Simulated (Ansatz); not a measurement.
VO2 (rutile)

```xyz
6
Lattice="4.5372 0.0000 0.0000 0.0000 4.5372 0.0000 0.0000 0.0000 2.8031" Properties=species:S:1:pos:R:3 pbc="T T T"
V      0.0000     0.0000     0.0000
V      2.2686     2.2686     1.4016
O      1.3565     1.3565     0.0000
O      3.6251     0.9121     1.4016
O      0.9121     3.6251     1.4016
O      3.1807     3.1807     0.0000
```

The relaxed cell is deformed in two ways at once: its volume V is scaled, and at that volume it is stretched along z (the c axis of the conventional cell) so that c/a changes. Fractional atomic positions are held.

Level of theory: PBEsol (plane waves to 420 eV, PAW, scalar-relativistic; Ansatz, a quantum-chemistry and plane-wave program). k mesh 10×10×17 (Γ-centred), Fermi-Dirac smearing 0.05 eV. E stands for the smeared free energy. Compression counts positive. The magnetisation changes by over a third across the map, so nothing is fitted. As the atoms are clamped, bonds stretch with the cell, which overstates energies and stresses. With partly filled bands, the response to shear is sensitive to the k mesh, so small differences along c/a are uncertain. Relaxed VO2 ends ferromagnetic. The PAW data are Ansatz's earlier set. This is a high-temperature form of VO2. VO2 is run spin-polarised and with no Hubbard U. VO2 was relaxed with its symmetry unable to fall. The magnetic order is the one the run started from; other orders were not tried. ΔE is measured from the relaxed starting cell.

ΔE (meV/atom), with V/V₀ across and (c/a)/(c/a)₀ down:

```tsv
(c/a)/(c/a)₀ \ V/V₀	0.920	0.947	0.973	1.000	1.027	1.053	1.080
0.920	94	58	38	32	37	51	72
0.947	74	41	23	16	20	33	55
0.973	65	30	11	4	9	23	46
1.000	59	25	6	0	5	21	44
1.027	60	27	9	4	10	26	50
1.053	70	37	20	15	22	38	63
1.080	86	54	36	32	39	55	80
```

σzz (GPa), with V/V₀ across and (c/a)/(c/a)₀ down:

```
(c/a)/(c/a)₀ \ V/V₀  0.920  0.947  0.973  1.000  1.027  1.053  1.080
-------------------  -----  -----  -----  -----  -----  -----  -----
0.920                 43.4   31.0   20.3   10.9    2.8    0.9   -4.5
0.947                 35.2   23.3   17.5   10.4    3.1   -3.3   -8.9
0.973                 32.6   22.9   13.5    5.3   -1.8   -8.2  -13.8
1.000                 27.8   17.3    8.1    0.0   -7.1  -13.3  -18.8
1.027                 22.0   11.6    2.5   -5.4  -12.2  -18.1  -23.2
1.053                 16.2    6.1   -2.6  -10.1  -16.6  -22.2  -26.9
1.080                 11.1    1.4   -6.8  -13.9  -20.0  -25.2  -29.6
```

What the scan shows:

| Quantity | Result |
|---|---|
| Lowest place on the grid | V/V₀ = 1.000, (c/a)/(c/a)₀ = 1.000 (0 meV/atom) |
| Highest place on the grid | V/V₀ = 0.920, (c/a)/(c/a)₀ = 0.920 (94 meV/atom) |

(Under strain, the slope of the energy per volume gives the stress and its curvature an elastic modulus.)
